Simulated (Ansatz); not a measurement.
Relaxed SnTe (rock salt):

```
SnTe
1.0
    0.00000     3.18559     3.18559
    3.18559     0.00000     3.18559
    3.18559     3.18559     0.00000
Te Sn
1 1
Direct
  0.00000   0.00000   0.00000
  0.50000   0.50000   0.50000
```

Scan: atom 2 (Sn, nearest neighbour Te at 3.186 Å; its periodic images, 4.5 Å or more away, move with it) is displaced along Cartesian [110], direction (0.707, 0.707, 0.000) in Cartesian axes, by s. The other atoms stay.

The numbers are results of r2SCAN (plane waves to 500 eV, PAW, scalar-relativistic; Ansatz, an electronic-structure program), not measurements. k mesh 10×10×10 (Γ-centred), Fermi-Dirac smearing 0.05 eV. Energies are smeared free energies. Compression counts positive. F∥ is the force on the atom along that direction. SnTe was relaxed with its symmetry unable to fall. Spin-orbit coupling is left out, though Te is heavy. The PAW data are Ansatz's earlier set. ΔE is measured from the undisplaced structure.

```
s (Å)   F∥ (eV/Å)  P (GPa)  ΔE (eV/cell)
------  ---------  -------  ------------
-0.960      3.614      [?]        1.1866
-0.768      2.528      7.5           [?]
-0.576      1.406      4.2        0.2181
-0.384      0.507      1.9        0.0398
-0.192      0.025      0.5           [?]
0.000       0.000      0.0        0.0000
0.192      -0.025      0.5           [?]
0.384      -0.507      1.9        0.0398
0.576      -1.406      4.2        0.2181
0.768      -2.528      7.5           [?]
0.960      -3.614      [?]        1.1866
```

Q: What belongs in the gaps?

A: 
- -0.960, P (GPa): 11.5
- -0.768, ΔE (eV/cell): 0.5940
- -0.192, ΔE (eV/cell): -0.0034
- 0.192, ΔE (eV/cell): -0.0034
- 0.768, ΔE (eV/cell): 0.5940
- 0.960, P (GPa): 11.5

(For displaced atoms, the force is minus the slope of the energy, and its curvature is a force constant, which sets phonon frequencies.)
